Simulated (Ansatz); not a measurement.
Ionic part of the dielectric constant of ZnS$_{3}$, mode by mode

Computed with Ansatz, DFT PBE, scalar-relativistic, plane waves, PAW. Cutoff 420 eV, 6×6×4 k-points (Γ-centred), fixed occupations. No spin polarisation. Phonons by linear response, acoustic sum rule imposed.

Symmetry: P-42_1m, No. 113, tetragonal system. The conventional cell has a = 5.471 Å, b = 5.471 Å, c = 7.606 Å, α = 90.00°, β = 90.00°, γ = 90.00°. Zn (site symmetry -4) has 4 S at 2.35 Å as nearest neighbours. S (site symmetry m) has 1 S at 2.08 Å and 2 Zn at 2.35 Å as nearest neighbours. S (site symmetry 2mm) is surrounded by 2 S at 2.08 Å.

The cell was built by swapping an element in a database structure (itself possibly hypothetical) and relaxing; it need not be the stable form of this composition. The crystal is built of layers and no dispersion correction was added, so the binding between them is poorly described, and with it their spacing and whatever depends on it.

The primitive cell has V = 227.66 Å³ and ε∞,yy = 4.513. Each polar mode adds Δε = (4.92064×10⁷/V)·S/ν² along y, with S its oscillator strength in e²/amu, ν in cm⁻¹ and V in Å³.

Problem. From these modes, find each Δε and ε0,yy.
| ν (cm⁻¹) | S_yy (e²/amu) |
| --- | --- |
| 66.1 | 0.03162 |
| 101.5 | 0.03135 |
| 121.6 | 0.00213 |
| 227.7 | 0.00118 |
| 295.0 | 0.2126 |
| 441.6 | 0.07115 |

Solution.
```json
{"ν (cm⁻¹)": "66.1", "Δε": "1.56"}
{"ν (cm⁻¹)": "101.5", "Δε": "0.66"}
{"ν (cm⁻¹)": "121.6", "Δε": "0.03"}
{"ν (cm⁻¹)": "227.7", "Δε": "0.00"}
{"ν (cm⁻¹)": "295.0", "Δε": "0.53"}
{"ν (cm⁻¹)": "441.6", "Δε": "0.08"}
```

The sum is 2.863, so ε0,yy = 7.38; the run's tensor has 7.38.

Problem. Where do the longitudinal modes lie for a wave vector along y?

Solution. At 74, 109, 122, 228, 312, 446 cm⁻¹. The Lyddane–Sachs–Teller product Π(ν_LO/ν_TO)² = 1.63 matches ε0/ε∞ = 1.63.

Cost: 1 run of about 16 core-minutes, on Arm Neoverse V1 (shared hosts).